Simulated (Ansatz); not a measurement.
Mg₂NCl (R-3m) from a database of computed structures, relaxed with r2SCAN: space group R-3m (No. 166), trigonal; conventional cell a = 3.293 Å, c = 17.814 Å, 13.94 Å³ an atom. Around Mg lie 3 N at 2.15 Å and 3 Cl at 2.74 Å; around N lie 6 Mg at 2.15 Å; around Cl lie 6 Mg at 2.74 Å. One-shot G0W0@PBE in the plane-wave code Ansatz on a 4×4×4 mesh (contour deformation, no spin-orbit coupling), from a PBE gap of 2.425 eV over the mesh points (the G0W0 gap is direct on the mesh); the number N of bands summed and the screening cutoff rise together. Spin-unpolarised throughout; all numbers are computed.

```
  N  cutoff (eV)  1000/N  G0W0 gap (eV)
106           80   9.434          3.614
225          140   4.444          3.790
```

Q: Lay a straight line in 1000/N through these rows.

A: The slope is -0.0353 eV per unit of 1000/N and the intercept 3.947 eV.

Q: Predict the gap at N = 401 (210 eV).

A: 3.947 + (-0.0353) × 2.494 = 3.859 eV; the run gives 3.864 eV, +0.005 eV from the line.

Q: With that run's result added, what limit do the last two rows suggest?

A: Their slope is (3.864 − 3.790)/(2.494 − 4.444) = -0.0379, which meets 1/N = 0 at 3.96 eV, against 3.947 eV from the first line. The two lines nearly agree; the k mesh isn't extrapolated.
